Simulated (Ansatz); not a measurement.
**An elastic constant from a strain scan in Cu**

Method: DFT r2SCAN, scalar-relativistic, plane waves, PAW in Ansatz 0.2.0. Settings: plane waves to 500 eV, k-mesh 28×28×28 (Γ-centred), Gaussian smearing 0.15 eV. No spin polarisation. Energies are free energies at this smearing, counted from the undisturbed cell; pressure is positive in compression.

The undisturbed cell (relaxed at this level; with this scan's settings it stands at -0.1 GPa):

```yaml
crystal:
  lattice:
    - [0.00000, 1.78844, 1.78844]
    - [1.78844, 0.00000, 1.78844]
    - [1.78844, 1.78844, 0.00000]
  atoms:
    - { symbol: Cu, position: [0.00000, 0.00000, 0.00000] }
```

The cell is strained by ε times the Voigt pattern (0, 0, 0, 0, 0, 1) (xx, yy, zz, yz, xz, xy; engineering shear) with fractional coordinates fixed. The cell holds 1 atom in V0 = 11.44 Å³. The stress column is τ = (1/V0) dE/dε, got from the stress tensor σ (compression positive) at each point as −det(1 + εP) σ : P(1 + εP)⁻¹, with P the pattern as a tensor.

| ε | ΔE (meV/atom) | τ (GPa) |
| --- | --- | --- |
| -0.0200 | ? | ? |
| -0.0100 | 0.350 | -0.978 |
| 0.0000 | 0.000 | 0.000 |
| 0.0050 | 0.088 | 0.490 |
| 0.0150 | 0.786 | 1.462 |

Question: Which combination of elastic constants does this scan measure, and how large is it?

Answer: For small ε, τ = τ0 + Kε with K = pᵀCp, which for this pattern is C44 in the cubic axes. The parabola through τ at ε = -0.0100, 0 and 0.0050 has slope K = 98 GPa at zero. The energies per cell, E = NΔE, of the same two points give K = 2[E(ε₊)/ε₊ − E(ε₋)/ε₋]/[(ε₊ − ε₋)V0] = 98 GPa, in agreement.

Question: Predict the withheld row at ε = -0.0200 from the harmonic law, and compare.

Answer: ΔE = V0(τ0 ε + Kε²/2)/N = 1.399 meV/atom and τ = -1.96 GPa. The calculation gives 1.393 meV/atom and -1.94 GPa, a miss of 0.01 meV/atom at most, so the harmonic law still holds here.

In a metal these slopes depend on the k mesh and the smearing.

Cost: 5 runs of about 8.4 core-minutes in all, on Intel Xeon Processor @ 2.50GHz (Skylake/Cascade Lake) (shared hosts).